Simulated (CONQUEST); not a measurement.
Worked example: self-consistent single point of ZnSe (F-43m, 8 atoms in the cell; from Materials Project mp-1190) in CONQUEST.

Method: PBE, numerical atomic orbitals double-zeta with polarisation (the shipped basis), PseudoDojo norm-conserving potentials made for PBE (CONQUEST).

```yaml
crystal:
  lattice:
    - [5.66489, 0.00000, 0.00000]
    - [0.00000, 5.66489, 0.00000]
    - [0.00000, 0.00000, 5.66489]
  atoms:
    - { symbol: Zn, position: [0.00000, 0.00000, 0.00000] }
    - { symbol: Zn, position: [0.00000, 0.50000, 0.50000] }
    - { symbol: Zn, position: [0.50000, 0.00000, 0.50000] }
    - { symbol: Zn, position: [0.50000, 0.50000, 0.00000] }
    - { symbol: Se, position: [0.25000, 0.25000, 0.25000] }
    - { symbol: Se, position: [0.25000, 0.75000, 0.75000] }
    - { symbol: Se, position: [0.75000, 0.25000, 0.75000] }
    - { symbol: Se, position: [0.75000, 0.75000, 0.25000] }
```

Reference input (self-consistent single point, DFT, PBE, numerical atomic orbitals double-zeta with polarisation (the shipped basis), PseudoDojo norm-conserving potentials made for PBE): basis = DZP; Diag.MPMeshX, Y, Z = 5 5 5; potentials = PseudoDojo norm-conserving PBE; Grid.GridCutoff = 140 Ha; DM.SolutionMethod = diagon; Diag.MPShiftX = 0.10000000; Diag.MPShiftY = 0.10000000; Diag.MPShiftZ = 0.10000000; Diag.SmearingType = 1; Diag.kT = 0.000735 Ha; Diag.MPOrder = 0; minE.SCTolerance = 1.0e-07. This run's input differs from it in these lines:

```diff
@@ -15,3 +15,3 @@
 
-Grid.GridCutoff                140
+Grid.GridCutoff                80
 DM.SolutionMethod              diagon
```

Output, abridged:

```
    new_SC_potl: Starting.  Tolerance:  0.10000E-06

    PulayMixSC: Starting Pulay mixing, A_up =  0.300 A_dn =  0.300
    PulayMixSC: Spin non-polarised calculation.
    PulayMixSC: with Kerker preconditioning, q0 =  0.100
          Harris-Foulkes Energy            :     -1321.260431966299393 Ha
          (TS=0 as O(N) or entropic contribution is negligible)
          DFT Total Energy                 :     -1321.137381302566155 Ha
          Total number of electrons        :       143.999999999989058
    PulayMixSC: Pulay iteration     1 residual:              0.99059E-03
   [... lines left out ...]
          (TS=0 as O(N) or entropic contribution is negligible)
          DFT Total Energy                 :     -1321.204602272866850 Ha
          Total number of electrons        :       144.000083696782241
    PulayMixSC: Pulay iteration     7 residual:              0.61673E-06
          Harris-Foulkes Energy            :     -1321.204602274899116 Ha
          (TS=0 as O(N) or entropic contribution is negligible)
          DFT Total Energy                 :     -1321.204602275194702 Ha
          Total number of electrons        :       144.000083694327543
    PulayMixSC: Pulay iteration     8 residual:              0.53423E-07
    PulayMixSC: Reached SCF tolerance of  0.53423E-07 after      8 iterations
      | Number of electrons      =       144.000084
      |* band energy as 2Tr[K.H] =      -218.170917995130395 Ha
      |  screened ion-ion energy =     -1090.315457108477631 Ha
      |  Ha correction           =         4.695221666966247 Ha
      |  XC correction           =       -17.413449180985733 Ha
      |* Harris-Foulkes energy   =     -1321.204602274899116 Ha
      |* DFT total energy        =     -1321.204602275194702 Ha
      |  estimated accuracy      =         0.000000000295586 Ha

    force: Forces on atoms (Ha/a0)
    force:  Atom   X              Y              Z
    force:     1   0.0000000000   0.0000000000   0.0000000000
   [... zero for the other atoms too ...]

    force: Maximum force :        0.00000000(Ha/a0) on atom         1 in z direction
    force: Force Residual:        0.00000000 Ha/a0
    force: Total stress:         -4.65967056     0.00000000     0.00000000 GPa
                             0.00000000    -4.65967056     0.00000000
                             0.00000000     0.00000000    -4.65967056
    force: Average pressure:      4.65967056 GPa

    force: Finished force
    get_E_and_F: Change in energy during last step of electronic optimisation: -0.42522E-07
```

The run converged in 8 iterations. CONQUEST prints the stress tensor with tension positive. Against the reference run the free energy drops by 8.6 meV/atom and the pressure goes from 4.41 to 4.66 GPa.

The program uses no crystal symmetry, so grid and mesh can part values that symmetry would make equal. The atom-centred basis is finite, which shifts total energies and pressures against plane waves. This run is one point of a test of settings, so its values need not be converged; read them against the reference run alone. The structure comes from a collection of computed structures, made at another level of theory; the collection holds predicted forms beside known ones.

Cost on one core: around 2.5 core-minutes (rough).
